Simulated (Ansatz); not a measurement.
Method: DFT PBE, scalar-relativistic, plane waves, PAW (Ansatz). Settings: cutoff 420 eV, Γ-centred meshes spaced at most about 0.3 Å⁻¹, and about 0.25 Å⁻¹ or finer for metals (2π included), Gaussian smearing. No spin polarisation in the final relaxations.

All energies are static (0 K, no zero-point motion).

Two forms of LiYHg were relaxed alike.

A.

Space group P4/mmm (No. 123). a = 3.534 Å, b = 3.534 Å, c = 5.557 Å, α = 90.00°, β = 90.00°, γ = 90.00°
| atom | site | symmetry | x | y | z |
| --- | --- | --- | --- | --- | --- |
| Li | 1a | 4/mmm | 0.0000 | 0.0000 | 0.0000 |
| Y | 1b | 4/mmm | 0.0000 | 0.0000 | 0.5000 |
| Hg | 1c | 4/mmm | 0.5000 | 0.5000 | 0.0000 |

B.

Space group P4/mmm (No. 123). a = 4.218 Å, b = 4.218 Å, c = 5.251 Å, α = 90.00°, β = 90.00°, γ = 90.00°
| atom | site | symmetry | x | y | z |
| --- | --- | --- | --- | --- | --- |
| Li | 1d | 4/mmm | 0.5000 | 0.5000 | 0.5000 |
| Y | 1a | 4/mmm | 0.0000 | 0.0000 | 0.0000 |
| Hg | 1c | 4/mmm | 0.5000 | 0.5000 | 0.0000 |

Question: Which is lower in energy, and by how much?

Answer: B is lower, by 108 meV/atom. A has space group P4/mmm (No. 123), 23.1 Å³/atom and no gap on its mesh; B has space group P4/mmm (No. 123), 31.1 Å³/atom and no gap. Counting all near atoms (those within 1.25 times the shortest distance at each site; a plus sign parts nearer from farther groups), A has Li 4+2, Y 2, Hg 4 and B has Li 2, Y 4, Hg 2+4. The lower one is the more open, so pressure narrows the difference. Both come from invented guesses.

Spin–orbit coupling, which can matter for Hg, is left out. Cells relaxed within their symmetry can be saddle points.
